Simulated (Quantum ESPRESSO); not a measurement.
# AlMg5ZnS7Cl: convergence and cost over cutoff and k mesh

A calculation, not a measurement. The program is pw.x of Quantum ESPRESSO 7.5 (plane-wave density functional theory). The cell is made up: 15 atoms on a doubled zincblende/diamond lattice with one site empty, with randomly drawn elements, strain and displacements, not relaxed. PseudoDojo standard norm-conserving files (v0.5 for PBE, v0.4.1 for LDA and PBEsol) set the functional; there is no spin polarisation, spin-orbit coupling or dispersion term, and the masses in the input are unused placeholders.

Input of the run in row 4:

```
&control calculation='scf', pseudo_dir='./dojo.nc.sr.pbe.v0_5.standard.upf', outdir='./o', disk_io='medium', tprnfor=.true., tstress=.true. /
&system ibrav=0, nat=15, ntyp=5, nbnd=67, ecutwfc=84.00895049, nosym=.true., tot_charge=0,
 occupations='smearing', smearing='fd', degauss=0.0018374661
/
&electrons conv_thr=7.350e-09, electron_maxstep=60, /
ATOMIC_SPECIES
Al 1.0 Al.upf
Cl 1.0 Cl.upf
Mg 1.0 Mg.upf
S 1.0 S.upf
Zn 1.0 Zn.upf
CELL_PARAMETERS angstrom
5.7093 0.0159 0.0395
0.0159 5.6863 0.0024
0.079 0.0047 11.6944
ATOMIC_POSITIONS angstrom
Al -0.0545 -0.1598 -0.0761
Mg 0.0326 2.7817 2.8098
Mg 2.8403 2.9042 -0.013
Zn -0.0448 -0.1567 5.8081
Mg 0.0882 2.8666 8.7181
Mg 2.9618 0.1183 8.7514
Mg 2.9078 2.7853 5.9263
S 1.3316 1.4536 1.4656
S 1.5282 4.1799 4.3116
Cl 4.3583 1.4126 4.354
S 4.2807 4.3382 1.4341
S 1.4454 1.501 7.3373
S 1.5252 4.2034 10.2059
S 4.347 1.4347 10.1765
S 4.4093 4.3496 7.3726
K_POINTS automatic
4 4 2 1 1 1
```

The same cell was run at these settings. Meshes are shifted by half a step, and differences are from the last row, which is itself not exact.

```
cutoff (eV)     k mesh  k points solved  threshold (eV)  free energy less the last row's (eV)  pressure (GPa)  largest stress difference (GPa)  largest force difference (eV/Å)  iterations  wall time (s)  k-point pools                  processor
        800  2 x 2 x 2                4           1e-04                                 4.756          -20.11                            16.81                            0.015           8            157              1      AMD EPYC, Zen 5 class
       1143  1 x 1 x 1                1           1e-07                                 1.227           -2.61                             1.24                            0.201          13            316              1      AMD EPYC, Zen 5 class
        752  4 x 4 x 2               16           1e-07                                 9.789          -33.35                            30.01                            0.018          13            642              1      AMD EPYC, Zen 5 class
       1143  4 x 4 x 2               16           1e-07                                 0.003           -3.37                             0.01                            0.013          13           1536              1      AMD EPYC, Zen 5 class
       1437  6 x 6 x 4               72           1e-07                                 0.000           -3.36                             0.00                            0.000          13           1029              4  Intel Xeon, 2023 or later
```

Each pool is one process. Wall times include start-up and a band step at six k points, which weighs most on the coarsest meshes. The runs were on shared virtual cores whose load varied, so times are rough.